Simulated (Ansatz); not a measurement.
Ni (Fm-3m); parallel moments.

```yaml
crystal:
  lattice:
    - [0.00000, 1.76194, 1.76194]
    - [-3.52387, 0.00000, 0.00000]
    - [0.00000, -3.52387, 3.52387]
  atoms:
    - { symbol: Ni, position: [0.00000, 0.00000, 0.00000] }
    - { symbol: Ni, position: [0.00000, 0.00000, 0.50000] }
    - { symbol: Ni, position: [0.50000, 0.50000, 0.25000] }
    - { symbol: Ni, position: [0.50000, 0.50000, 0.75000] }
```

Geometry: a structure as deposited in COD, repeated to hold the magnetic orders; nothing is relaxed.

Functional, mesh and filling: LDA, 12×9×6 k mesh, Fermi–Dirac smearing of 0.1 eV. LAPW is all-electron LAPW in Ansatz 0.2.0. Site moments are integrated in spheres about the atoms. Start moments (μB): Ni1 0.6, Ni2 0.6, Ni3 0.6, Ni4 0.6.

Iteration by iteration:

```json
{"iteration": "1", "Harris–Foulkes energy less the last (meV)": "-16.339", "density residual (eV)": "1.3e-02", "M (μB)": "2.1962", "∫|m| (μB)": "2.3099"}
{"iteration": "2", "Harris–Foulkes energy less the last (meV)": "2.457", "density residual (eV)": "4.7e-03", "M (μB)": "2.2502", "∫|m| (μB)": "2.3856"}
{"iteration": "3", "Harris–Foulkes energy less the last (meV)": "5.524", "density residual (eV)": "4.1e-03", "M (μB)": "2.2561", "∫|m| (μB)": "2.4140"}
{"iteration": "4", "Harris–Foulkes energy less the last (meV)": "7.475", "density residual (eV)": "8.3e-04", "M (μB)": "2.2829", "∫|m| (μB)": "2.4572"}
{"iteration": "5", "Harris–Foulkes energy less the last (meV)": "1.758", "density residual (eV)": "2.0e-04", "M (μB)": "2.3351", "∫|m| (μB)": "2.5577"}
{"iteration": "6", "Harris–Foulkes energy less the last (meV)": "0.411", "density residual (eV)": "5.4e-06", "M (μB)": "2.3713", "∫|m| (μB)": "2.6115"}
{"iteration": "7", "Harris–Foulkes energy less the last (meV)": "0.109", "density residual (eV)": "4.9e-06", "M (μB)": "2.3917", "∫|m| (μB)": "2.6398"}
{"iteration": "8", "Harris–Foulkes energy less the last (meV)": "0.028", "density residual (eV)": "3.4e-07", "M (μB)": "2.4021", "∫|m| (μB)": "2.6541"}
{"iteration": "9", "Harris–Foulkes energy less the last (meV)": "0.020", "density residual (eV)": "1.2e-07", "M (μB)": "2.4040", "∫|m| (μB)": "2.6565"}
{"iteration": "10", "Harris–Foulkes energy less the last (meV)": "-0.037", "density residual (eV)": "2.6e-06", "M (μB)": "2.4077", "∫|m| (μB)": "2.6622"}
{"iteration": "11", "Harris–Foulkes energy less the last (meV)": "0.000", "density residual (eV)": "1.8e-08", "M (μB)": "2.4134", "∫|m| (μB)": "2.6692"}
{"iteration": "12", "Harris–Foulkes energy less the last (meV)": "0.000", "density residual (eV)": "4.4e-09", "M (μB)": "2.4133", "∫|m| (μB)": "2.6692"}
```

Site moments (μB): Ni1 0.62, Ni2 0.62, Ni3 0.62, Ni4 0.62. Cell moment 2.41 μB.

The Ansatz runs typed with the search for lower states off end where their start leads. These are results for the start and cell typed. The real compound can order otherwise, in a larger cell, or not at all, since semilocal functionals at zero temperature often overstate magnetism.
